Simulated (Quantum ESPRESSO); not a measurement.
Al3MgAs3S, finding a planted mistake in a log

Simulated, not a measurement. The program is pw.x of Quantum ESPRESSO 7.5 (plane-wave density functional theory). The cell is made up: 8 atoms on a zincblende/diamond lattice, with randomly drawn elements, strain and displacements, not relaxed. PseudoDojo standard norm-conserving files (v0.5 for PBE, v0.4.1 for LDA and PBEsol) set the functional; there is no spin polarisation, spin-orbit coupling or dispersion term, and the masses in the input are unused placeholders.

Intended input:

```
&control calculation='scf', pseudo_dir='./dojo.nc.sr.pbe.v0_5.standard.upf', outdir='./o', disk_io='medium', tprnfor=.true., tstress=.true. /
&system ibrav=0, nat=8, ntyp=4, nbnd=41, ecutwfc=84.00895049, nosym=.true., tot_charge=0,
 occupations='smearing', smearing='fd', degauss=0.0018374661
/
&electrons conv_thr=7.350e-09, electron_maxstep=60, /
ATOMIC_SPECIES
Al 1.0 Al.upf
As 1.0 As.upf
Mg 1.0 Mg.upf
S 1.0 S.upf
CELL_PARAMETERS angstrom
5.6458 0.0 0.0
0.0 5.6458 0.0
0.0 0.0 5.6458
ATOMIC_POSITIONS angstrom
Al -0.0053 0.1266 -0.1834
Al -0.0728 2.8517 2.894
Al 2.8381 0.1647 2.7944
Mg 2.9267 2.6955 0.1654
As 1.285 1.2459 1.3518
As 1.3875 4.1962 4.1739
S 4.3898 1.45 4.1743
As 4.4225 4.0374 1.5279
K_POINTS automatic
4 4 4 1 1 1
```

The log is shortened where brackets say so; the opening notice, blank lines, dates and the lines on written files are dropped, and the path of the files is cut. It prints rydbergs, bohrs and kilobars, and counts compression as positive stress. Where no state is partly filled, the Fermi energy that it prints is only some level between the filled and the empty states on the mesh, and need not lie in the true gap.

Log of the intended run:

```
     Program PWSCF v.7.5
     Parallel version (MPI & OpenMP), running on       1 processor cores
     Number of MPI processes:                 1
     Threads/MPI process:                     1
     [start-up lines left out]
     bravais-lattice index     =            0
     lattice parameter (alat)  =      10.6690  a.u.
     unit-cell volume          =    1214.4316 (a.u.)^3
     number of atoms/cell      =            8
     number of atomic types    =            4
     number of electrons       =        70.00
     number of Kohn-Sham states=           41
     kinetic-energy cutoff     =      84.0090  Ry
     charge density cutoff     =     336.0358  Ry
     scf convergence threshold =      7.3E-09
     mixing beta               =       0.7000
     number of iterations used =            8  plain     mixing
     Exchange-correlation= PBE
                           (   1   4   3   4   0   0   0)
     [axes and pseudopotential details left out]
   Cartesian axes
     site n.     atom                  positions (alat units)
         1        Al     tau(   1) = (  -0.0009388   0.0224237  -0.0324843  )
         2        Al     tau(   2) = (  -0.0128945   0.5051011   0.5125934  )
         3        Al     tau(   3) = (   0.5026923   0.0291721   0.4949520  )
         4        Mg     tau(   4) = (   0.5183853   0.4774346   0.0292961  )
         5        As     tau(   5) = (   0.2276028   0.2206773   0.2394346  )
         6        As     tau(   6) = (   0.2457579   0.7432428   0.7392929  )
         7        S      tau(   7) = (   0.7775337   0.2568281   0.7393638  )
         8        As     tau(   8) = (   0.7833257   0.7151157   0.2706260  )
     number of k points=    32  Fermi-Dirac smearing, width (Ry)=  0.0018
                       cart. coord. in units 2pi/alat
        k(    1) = (   0.1250000   0.1250000   0.1250000), wk =   0.0625000
        k(    2) = (   0.1250000   0.1250000   0.3750000), wk =   0.0625000
     [further k points left out]
     Dense  grid:   126131 G-vectors     FFT dimensions: (  64,  64,  64)
     Estimated max dynamical RAM per process >     169.95 MB
     Initial potential from superposition of free atoms
     starting charge      69.9911, renormalised to      70.0000
     Starting wfcs are   48 randomized atomic wfcs
     total cpu time spent up to now is       13.4 secs
     per-process dynamical memory:    93.8 Mb
     Self-consistent Calculation
     iteration #  1     ecut=    84.01 Ry     beta= 0.70
     Davidson diagonalization with overlap
     ethr =  1.00E-02,  avg # of iterations =  4.0
     Threshold (ethr) on eigenvalues was too large:
     Diagonalizing with lowered threshold
     Davidson diagonalization with overlap
     ethr =  6.07E-04,  avg # of iterations =  1.8
     total cpu time spent up to now is       68.1 secs
     total energy              =    -791.20929624 Ry
     estimated scf accuracy    <       0.42476638 Ry
     iteration #  2     ecut=    84.01 Ry     beta= 0.70
     Davidson diagonalization with overlap
     ethr =  6.07E-04,  avg # of iterations =  5.9
     total cpu time spent up to now is      103.0 secs
     total energy              =    -791.28797918 Ry
     estimated scf accuracy    <       0.15186323 Ry
     [iterations 3 to 8 left out]
     iteration #  9     ecut=    84.01 Ry     beta= 0.70
     Davidson diagonalization with overlap
     ethr =  6.26E-10,  avg # of iterations =  2.0
     total cpu time spent up to now is      298.2 secs
     total energy              =    -791.32912460 Ry
     estimated scf accuracy    <       0.00000002 Ry
     iteration # 10     ecut=    84.01 Ry     beta= 0.70
     Davidson diagonalization with overlap
     ethr =  2.49E-11,  avg # of iterations =  4.6
     total cpu time spent up to now is      329.6 secs
     End of self-consistent calculation
     [lines on levels left out]
     the Fermi energy is     6.8390 ev
!    total energy              =    -791.32912461 Ry
     estimated scf accuracy    <          6.0E-09 Ry
     smearing contrib. (-TS)   =      -0.00000000 Ry
     internal energy E=F+TS    =    -791.32912461 Ry
     The total energy is F=E-TS. E is the sum of the following terms:
     one-electron contribution =    -528.22379207 Ry
     hartree contribution      =     286.66435857 Ry
     xc contribution           =    -171.39317520 Ry
     ewald contribution        =    -378.37651591 Ry
     convergence has been achieved in  10 iterations
     Forces acting on atoms (cartesian axes, Ry/au):
     atom    1 type  1   force =     0.01131199   -0.10543201    0.02028821
     atom    2 type  1   force =     0.11057584   -0.05177957    0.01682681
     atom    3 type  1   force =     0.00600258   -0.08440018   -0.00688303
     atom    4 type  3   force =    -0.03104539    0.02003435   -0.02759814
     atom    5 type  2   force =     0.00694155    0.05653966    0.04603756
     atom    6 type  2   force =     0.04183844    0.03093169    0.03082034
     atom    7 type  4   force =    -0.06047745   -0.01368442    0.00047746
     atom    8 type  2   force =    -0.08514755    0.14779048   -0.07996922
     Total force =     0.290748     Total SCF correction =     0.000183
     Computing stress (Cartesian axis) and pressure
          total   stress  (Ry/bohr**3)                   (kbar)     P=       51.38
   0.00036763   0.00003578   0.00034584           54.08        5.26       50.88
   0.00003578   0.00024807  -0.00016653            5.26       36.49      -24.50
   0.00034584  -0.00016653   0.00043205           50.88      -24.50       63.56
     init_run     :     12.56s CPU     13.24s WALL (       1 calls)
     electrons    :    300.99s CPU    316.28s WALL (       1 calls)
     forces       :      3.53s CPU      3.56s WALL (       1 calls)
     stress       :     13.24s CPU     13.32s WALL (       1 calls)
     [timing details left out]
     PWSCF        :   5m30.52s CPU   5m46.87s WALL
     JOB DONE.
```

A second run was made from an input with one planted mistake. Its log:

```
     Program PWSCF v.7.5
     Parallel version (MPI & OpenMP), running on       1 processor cores
     Number of MPI processes:                 1
     Threads/MPI process:                     1
     [start-up lines left out]
     bravais-lattice index     =            0
     lattice parameter (alat)  =      10.6690  a.u.
     unit-cell volume          =    1214.4316 (a.u.)^3
     number of atoms/cell      =            8
     number of atomic types    =            4
     number of electrons       =        70.00
     number of Kohn-Sham states=           41
     kinetic-energy cutoff     =      84.0090  Ry
     charge density cutoff     =     336.0358  Ry
     scf convergence threshold =      7.3E-09
     mixing beta               =       0.7000
     number of iterations used =            8  plain     mixing
     Exchange-correlation= PBE
                           (   1   4   3   4   0   0   0)
     [axes and pseudopotential details left out]
   Cartesian axes
     site n.     atom                  positions (alat units)
         1        Al     tau(   1) = (  -0.0009388   0.0224237  -0.0324843  )
         2        Al     tau(   2) = (  -0.0128945   0.5051011   0.5125934  )
         3        Al     tau(   3) = (   0.5026923   0.0291721   0.4949520  )
         4        Mg     tau(   4) = (   0.5183853   0.4774346   0.0292961  )
         5        As     tau(   5) = (   0.2276028   0.2206773   0.2394346  )
         6        As     tau(   6) = (   0.2457579   0.7432428   0.7392929  )
         7        S      tau(   7) = (   0.7775337   0.2568281   0.7393638  )
         8        As     tau(   8) = (   0.7833257   0.7151157   0.2706260  )
     number of k points=     4  Fermi-Dirac smearing, width (Ry)=  0.0018
                       cart. coord. in units 2pi/alat
        k(    1) = (   0.2500000   0.2500000   0.2500000), wk =   0.5000000
        k(    2) = (   0.2500000   0.2500000  -0.2500000), wk =   0.5000000
     [further k points left out]
     Dense  grid:   126131 G-vectors     FFT dimensions: (  64,  64,  64)
     Estimated max dynamical RAM per process >     169.95 MB
     Initial potential from superposition of free atoms
     starting charge      69.9911, renormalised to      70.0000
     Starting wfcs are   48 randomized atomic wfcs
     total cpu time spent up to now is        4.4 secs
     per-process dynamical memory:    92.1 Mb
     Self-consistent Calculation
     iteration #  1     ecut=    84.01 Ry     beta= 0.70
     Davidson diagonalization with overlap
     ethr =  1.00E-02,  avg # of iterations =  4.2
     Threshold (ethr) on eigenvalues was too large:
     Diagonalizing with lowered threshold
     Davidson diagonalization with overlap
     ethr =  6.41E-04,  avg # of iterations =  2.0
     total cpu time spent up to now is       11.0 secs
     total energy              =    -791.18088954 Ry
     estimated scf accuracy    <       0.44759579 Ry
     iteration #  2     ecut=    84.01 Ry     beta= 0.70
     Davidson diagonalization with overlap
     ethr =  6.39E-04,  avg # of iterations =  5.8
     total cpu time spent up to now is       14.5 secs
     total energy              =    -791.26327987 Ry
     estimated scf accuracy    <       0.15540384 Ry
     [iterations 3 to 8 left out]
     iteration #  9     ecut=    84.01 Ry     beta= 0.70
     Davidson diagonalization with overlap
     ethr =  7.91E-10,  avg # of iterations =  2.0
     total cpu time spent up to now is       36.8 secs
     total energy              =    -791.30586687 Ry
     estimated scf accuracy    <       0.00000002 Ry
     iteration # 10     ecut=    84.01 Ry     beta= 0.70
     Davidson diagonalization with overlap
     ethr =  3.14E-11,  avg # of iterations =  4.5
     total cpu time spent up to now is       40.7 secs
     End of self-consistent calculation
     [lines on levels left out]
     the Fermi energy is     6.9546 ev
!    total energy              =    -791.30586688 Ry
     estimated scf accuracy    <          5.6E-09 Ry
     smearing contrib. (-TS)   =      -0.00000000 Ry
     internal energy E=F+TS    =    -791.30586688 Ry
     The total energy is F=E-TS. E is the sum of the following terms:
     one-electron contribution =    -528.42785005 Ry
     hartree contribution      =     286.91683384 Ry
     xc contribution           =    -171.41833476 Ry
     ewald contribution        =    -378.37651591 Ry
     convergence has been achieved in  10 iterations
     Forces acting on atoms (cartesian axes, Ry/au):
     atom    1 type  1   force =     0.01353245   -0.10686354    0.02152686
     atom    2 type  1   force =     0.11125375   -0.04970798    0.01440297
     atom    3 type  1   force =     0.00453114   -0.08711798   -0.00742072
     atom    4 type  3   force =    -0.03183260    0.02081205   -0.02715766
     atom    5 type  2   force =     0.00519858    0.05680114    0.04677809
     atom    6 type  2   force =     0.03921593    0.03259855    0.02888591
     atom    7 type  4   force =    -0.05872080   -0.01377587    0.00036450
     atom    8 type  2   force =    -0.08317846    0.14725363   -0.07737995
     Total force =     0.289958     Total SCF correction =     0.000209
     Computing stress (Cartesian axis) and pressure
          total   stress  (Ry/bohr**3)                   (kbar)     P=       54.43
   0.00038442   0.00003879   0.00033869           56.55        5.71       49.82
   0.00003879   0.00027163  -0.00016705            5.71       39.96      -24.57
   0.00033869  -0.00016705   0.00045390           49.82      -24.57       66.77
     init_run     :      2.82s CPU      4.34s WALL (       1 calls)
     electrons    :     35.80s CPU     36.33s WALL (       1 calls)
     forces       :      0.70s CPU      0.71s WALL (       1 calls)
     stress       :      2.16s CPU      2.21s WALL (       1 calls)
     [timing details left out]
     PWSCF        :     41.60s CPU     43.74s WALL
     JOB DONE.
```

Question: what was wrong in the second input?

Answer: the k-point mesh is too coarse. The input lines that differ, file-writing options aside:

```
- 4 4 4 1 1 1
+ 2 2 2 1 1 1
```

|  | intended run | run with the mistake |
| --- | --- | --- |
| free energy (eV) | -10766.581 | -10766.265 |
| smearing term -TS (eV) | 0.0000 | 0.0000 |
| pressure (GPa) | 5.14 | 5.44 |
| largest force component (eV/Å) | 3.800 | 3.786 |
| largest change of a force component (eV/Å) |  | 0.070 |
| iterations | 10 | 10 |

For scale, a rerun of the intended cell at 1437 eV and a 6 x 6 x 6 mesh moved values by no more than 0.007 eV in energy, 0.02 GPa in stress and 0.007 eV/Å in force.